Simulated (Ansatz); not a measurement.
**Mg$_{2}$NCl: two-dimensional strain map**

Level of theory: DFT PBEsol, scalar-relativistic, plane waves, PAW in Ansatz. Settings: plane waves to 420 eV, k-mesh 9×9×9 (Γ-centred), Gaussian smearing 0.05 eV. No spin polarisation. Energies are free energies at this smearing, counted from the undisturbed cell; pressure is positive in compression.

The starting cell (as given, not relaxed at this level; it stands at -2.7 GPa, and it needn't be the usual structure):

```yaml
crystal:
  lattice:
    - [1.66067, 0.95879, 6.00298]
    - [-1.66067, 0.95879, 6.00298]
    - [0.00000, -1.91757, 6.00298]
  atoms:
    - { symbol: Mg, position: [0.22282, 0.22282, 0.22282] }
    - { symbol: Mg, position: [0.77719, 0.77719, 0.77719] }
    - { symbol: N, position: [0.50000, 0.50000, 0.50000] }
    - { symbol: Cl, position: [0.00000, 0.00000, 0.00000] }
```

The cell is strained by p along both x and y and by q along z, fractional coordinates fixed. Points are written (p, q).

Energy above the undisturbed cell in meV/atom (a dash: not computed):

```
 p \ q  -0.080  -0.040  0.000  0.040  0.080
-0.080   223.1   157.9  128.5  130.4  159.5
-0.040    78.5       –   17.6      –   65.7
 0.000    34.6     3.9    0.0   19.7   60.0
 0.040    65.0       –   51.0      –      –
 0.080   149.3       –  151.7      –  225.1
```

Pressure in GPa:

| p \ q | -0.080 | -0.040 | 0.000 | 0.040 | 0.080 |
| --- | --- | --- | --- | --- | --- |
| -0.080 | 32.0 | 24.5 | 18.4 | 13.4 | 9.3 |
| -0.040 | 15.8 | – | 5.9 | – | -0.6 |
| 0.000 | 4.5 | 0.5 | -2.7 | -5.2 | -7.2 |
| 0.040 | -3.2 | – | -8.3 | – | – |
| 0.080 | -8.4 | – | -12.0 | – | -14.1 |

Gap on the k-mesh in eV:

```
 p \ q  -0.080  -0.040  0.000  0.040  0.080
-0.080    3.60    3.25   2.46   1.70   0.98
-0.040    3.68       –   2.41      –   1.19
 0.000    3.14    2.66   2.18   1.69   1.21
 0.040    2.57       –   1.84      –      –
 0.080    1.86       –   1.47      –   0.90
```